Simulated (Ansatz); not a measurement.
TiC2:
Space group P-3m1 (No. 164); a = b = 2.598 Å, c = 4.125 Å, α = β = 90.00°, γ = 120.00°

```tsv
atom	site	symmetry	x	y	z
Ti	1a	-3m.	0.0000	0.0000	0.0000
C	2d	3m.	0.6667	0.3333	0.4495
```

Relaxed with PBEsol.

**Question.** Decompose the optical modes at the zone centre into irreducible representations, and say which are infrared and Raman allowed.

**Answer.** Point group -3m: Γ_opt = A1g + A2u + Eg + Eu. Infrared: A2u, Eu. Raman: A1g, Eg.

**Question.** Assign frequencies (DFPT, PBEsol in the plane-wave PAW code Ansatz).

**Answer.** Eu 156, A2u 382, A1g 733, Eg 1096 cm⁻¹.

The start of the workflow was typed in or built on a structure type; neither database checked (COD, Materials Project) lists it. Its standing as an ambient phase is unchecked. The PBEsol relaxation kept the symmetry of its start; whether a distortion lowers the energy is not shown. No spin polarisation was allowed. Its formation energy is positive at this level, so the cell may be metastable or incomplete. As this level gives no gap, phonon frequencies hold no LO–TO term and depend on the k-mesh and smearing (Fermi–Dirac, 0.1 eV here).

Potentials: the earlier of the program's two PAW sets. The files were generated under PBE; for other functionals the program regenerates the frozen cores, and for LDA and PBEsol the local potential too.
